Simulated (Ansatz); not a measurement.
CaBr2:
Space group P4₂/mnm (No. 136); a = b = 6.8092 Å, c = 4.3603 Å, α = β = γ = 90.00°

```tsv
atom	site	symmetry	x	y	z
Ca	2a	m.mm	0.0000	0.0000	0.0000
Br	4f	m.2m	0.3019	0.3019	0.0000
```

Relaxed with r²SCAN. DFT-r²SCAN in the program Ansatz with PAW potentials gives a gap of 5.00 eV.

### Question
What gap does HSE06 give on the same cell (Ansatz, PAW)?

### Answer
5.75 eV, 0.75 eV more. The hybrid was solved on a coarser mesh and at special points; its gap is the smallest among all of these.

Cost on shared cores: the r²SCAN run (SCF on a 4×4×7 mesh, then bands and DOS) roughly 2.0 core-minutes, the HSE06 run (SCF on 3×3×4, then a few points) around 120 core-seconds (rough); the tasks are unlike.

Space group P4_2/mnm (rutile). The first step of the workflow began from a Materials Project structure, measured or hypothetical; the Crystallography Open Database copy checked does not list it. COD files the formula under space group No. 58, so this cell is another polymorph or a model. Whether it is the stable phase at ambient conditions was not checked. The r²SCAN relaxation kept the symmetry of its start; its stability against distortions is not shown here. Spin–orbit coupling is left out wherever it is not named.

Potentials: the later of the program's two PAW sets.
